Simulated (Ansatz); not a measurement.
AlN:
Space group P6₃mc (No. 186); a = 3.0945 Å, b = 3.0945 Å, c = 15.0820 Å, α = 90.00°, β = 90.00°, γ = 120.00°

```csv
atom,site,symmetry,x,y,z
Al,2a,3m.,0.0000,0.0000,0.4996
Al,2b,3m.,0.3333,0.6667,0.3339
Al,2b,3m.,0.3333,0.6667,0.6667
N,2a,3m.,0.0000,0.0000,0.3745
N,2b,3m.,0.3333,0.6667,0.2080
N,2b,3m.,0.6667,0.3333,0.0409
```

Relaxed with r²SCAN.

### Question
Which orbitals make up the states near the band edges in r²SCAN (plane waves, PAW; program Ansatz)?

### Answer
Top 1 eV of the valence band: N 2p 90 %, Al 3p 7 %. Bottom 1 eV of the conduction band: Al 3p 58 %, N 2s 17 %, N 2p 8 %, outside the projected shells 14 %. Projections are on Löwdin-orthogonalised atomic valence shells; empty p or d shells of many metals are not among them.

### Question
Tabulate the density of states.

### Answer
States/eV per cell of 12 atoms, in 0.25 eV bins, energy from the valence-band maximum.

| E (eV) | total | N 2p | Al 3p | Al 3s |
|---|---|---|---|---|
| -7.85 | 0.00 | 0.00 | 0.00 | 0.00 |
| -7.60 | 0.00 | 0.00 | 0.00 | 0.00 |
| -7.35 | 0.00 | 0.00 | 0.00 | 0.00 |
| -7.10 | 0.00 | 0.00 | 0.00 | 0.00 |
| -6.85 | 0.00 | 0.00 | 0.00 | 0.00 |
| -6.60 | 0.00 | 0.00 | 0.00 | 0.00 |
| -6.35 | 0.00 | 0.00 | 0.00 | 0.00 |
| -6.10 | 0.00 | 0.00 | 0.00 | 0.00 |
| -5.85 | 0.43 | 0.26 | 0.10 | 0.07 |
| -5.60 | 2.06 | 1.24 | 0.46 | 0.33 |
| -5.35 | 2.68 | 1.64 | 0.58 | 0.40 |
| -5.10 | 4.71 | 2.97 | 0.93 | 0.69 |
| -4.85 | 7.08 | 4.56 | 1.28 | 1.00 |
| -4.60 | 9.26 | 6.13 | 1.46 | 1.28 |
| -4.35 | 7.22 | 4.88 | 0.94 | 1.02 |
| -4.10 | 4.48 | 3.00 | 0.60 | 0.56 |
| -3.85 | 2.76 | 1.84 | 0.39 | 0.27 |
| -3.60 | 2.78 | 1.91 | 0.46 | 0.23 |
| -3.35 | 4.25 | 3.03 | 0.69 | 0.35 |
| -3.10 | 3.80 | 2.74 | 0.59 | 0.29 |
| -2.85 | 5.14 | 3.80 | 0.78 | 0.36 |
| -2.60 | 5.54 | 4.16 | 0.87 | 0.34 |
| -2.35 | 5.50 | 4.19 | 0.86 | 0.30 |
| -2.10 | 7.07 | 5.52 | 1.10 | 0.29 |
| -1.85 | 9.10 | 7.27 | 1.36 | 0.30 |
| -1.60 | 7.70 | 6.29 | 1.04 | 0.22 |
| -1.35 | 9.81 | 8.18 | 1.29 | 0.18 |
| -1.10 | 11.24 | 9.63 | 1.28 | 0.14 |
| -0.85 | 11.64 | 10.26 | 1.08 | 0.10 |
| -0.60 | 10.81 | 9.78 | 0.76 | 0.06 |
| -0.35 | 6.36 | 5.91 | 0.28 | 0.02 |
| -0.10 | 2.58 | 2.46 | 0.06 | 0.00 |
| 0.15 | 0.00 | 0.00 | 0.00 | 0.00 |
| 0.40 | 0.00 | 0.00 | 0.00 | 0.00 |
| 0.65 | 0.00 | 0.00 | 0.00 | 0.00 |
| 0.90 | 0.00 | 0.00 | 0.00 | 0.00 |
| 1.15 | 0.00 | 0.00 | 0.00 | 0.00 |
| 1.40 | 0.00 | 0.00 | 0.00 | 0.00 |
| 1.65 | 0.00 | 0.00 | 0.00 | 0.00 |
| 1.90 | 0.00 | 0.00 | 0.00 | 0.00 |
| 2.15 | 0.00 | 0.00 | 0.00 | 0.00 |
| 2.40 | 0.00 | 0.00 | 0.00 | 0.00 |
| 2.65 | 0.00 | 0.00 | 0.00 | 0.00 |
| 2.90 | 0.00 | 0.00 | 0.00 | 0.00 |
| 3.15 | 0.00 | 0.00 | 0.00 | 0.00 |
| 3.40 | 0.00 | 0.00 | 0.00 | 0.00 |
| 3.65 | 0.00 | 0.00 | 0.00 | 0.00 |
| 3.90 | 0.00 | 0.00 | 0.00 | 0.00 |
| 4.15 | 0.00 | 0.00 | 0.00 | 0.00 |
| 4.40 | 0.01 | 0.00 | 0.01 | 0.00 |
| 4.65 | 0.44 | 0.02 | 0.28 | 0.00 |
| 4.90 | 0.88 | 0.06 | 0.54 | 0.01 |
| 5.15 | 1.20 | 0.10 | 0.67 | 0.05 |
| 5.40 | 1.34 | 0.14 | 0.73 | 0.06 |
| 5.65 | 1.52 | 0.18 | 0.81 | 0.07 |
| 5.90 | 1.77 | 0.24 | 0.92 | 0.09 |
| 6.15 | 2.30 | 0.35 | 1.19 | 0.10 |
| 6.40 | 3.32 | 0.55 | 1.73 | 0.13 |
| 6.65 | 4.10 | 0.63 | 2.06 | 0.20 |
| 6.90 | 5.04 | 0.86 | 2.58 | 0.19 |
| 7.15 | 5.76 | 1.01 | 2.93 | 0.21 |
| 7.40 | 3.12 | 0.59 | 1.49 | 0.13 |
| 7.65 | 1.16 | 0.21 | 0.49 | 0.10 |
| 7.90 | 3.10 | 0.56 | 1.39 | 0.25 |
| 8.15 | 4.69 | 0.84 | 2.20 | 0.36 |
| 8.40 | 5.11 | 0.95 | 2.35 | 0.42 |
| 8.65 | 2.96 | 0.65 | 1.40 | 0.18 |
| 8.90 | 0.19 | 0.04 | 0.09 | 0.01 |
| 9.15 | 0.55 | 0.05 | 0.16 | 0.15 |

Space group P6_3mc. The cell is a constructed one: a structure type filled with these elements. Its sites differ from those of the usual phase in this space group: another stacking or structure type. Symmetry was held in the r²SCAN relaxation; phonons on a q-mesh show no instability.

Potentials: the later of the program's two PAW sets.
